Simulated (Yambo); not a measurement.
G0W0@PBEsol for LaS2 (space group P2_1/c, No. 14) in Yambo. Reference settings: 1×4×1 Γ-centred k mesh, 401 bands and a 7 Ry block in the screening, 401 bands in G with the Bruneval-Gonze terminator, plasmon pole fitted at 27.2 eV. The PBEsol gap Γ → Γ on this mesh is 0.97 eV; G0W0 gaps are taken between the same points.

The settings were changed. The gap went from 1.81 eV to 1.76 eV, and the shift of the valence edge from -0.54 eV to -0.22 eV.

Question: Name the change that produced these shifts.
A) 259 bands in G
B) 3 Ry block
C) 259 bands in G, no terminator
D) 6 Ry block

Answer: C, 259 bands in G, no terminator. The others gave (gap, valence shift): 3 Ry block: 1.58, -0.26 eV; 6 Ry block: 1.77, -0.49 eV; 259 bands in G: 1.80, -0.51 eV.

Geometry of the Materials Project entry, not relaxed at this level; primitive cell a = 8.2116 Å, b = 4.1438 Å, c = 8.2176 Å, α = γ = 90.00°, β = 90.06°.

The structure is a Materials Project entry; no match was found in the copy of COD used, and its stability was not checked.

A shift is the quasiparticle energy of the state minus its PBEsol energy.
